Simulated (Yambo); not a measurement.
CaTiO3 (space group I4/mcm, No. 140): one transition space (6×6×6 mesh, 11 valence and 6 conduction bands, Tamm-Dancoff) with different kernels in Yambo, on LDA orbitals; field along x. BSE alone uses the static screening with 81 bands and a 3 Ry block; its scissor and those of RPA and TDDFT come from G0W0, that of the TDHF-type run from bare exchange. Axes are Cartesian, with cell vectors (Å) (-2.69, 2.69, 3.90), (2.69, -2.69, 3.90), (2.69, 2.69, -3.90).

```
kernel                                   scissor (eV)  direct gap with it (eV)  lowest state (eV)              rough cost
---------------------------------------  ------------  -----------------------  -----------------  ----------------------
BSE (screened electron-hole attraction)          1.73                     4.03        3.65 (dark)  1 (with the screening)
RPA (no attraction)                              1.73                     4.03        4.03 (dark)               about 1/6
```

Costs are rough.

RPA leaves the lowest state at the direct gap: no bound exciton. These are vertical excitations (zero momentum). Spin singlets only. Strong means a line over 3 % of the spectrum's maximum, dark under 0.03 %. Absolute energies carry the error of the G0W0 scissor, whose convergence isn't established; the long-wavelength screening was taken along (1,1,1) although the crystal is anisotropic. On a 4×4×4 mesh the BSE binding is 0.43 eV, so it isn't converged.

Geometry of the Materials Project entry, not relaxed at this level; primitive cell a = 5.4411 Å, b = 5.4411 Å, c = 5.4411 Å, α = 120.85°, β = 120.85°, γ = 88.54°.

This is not the ordinary phase of the substance.
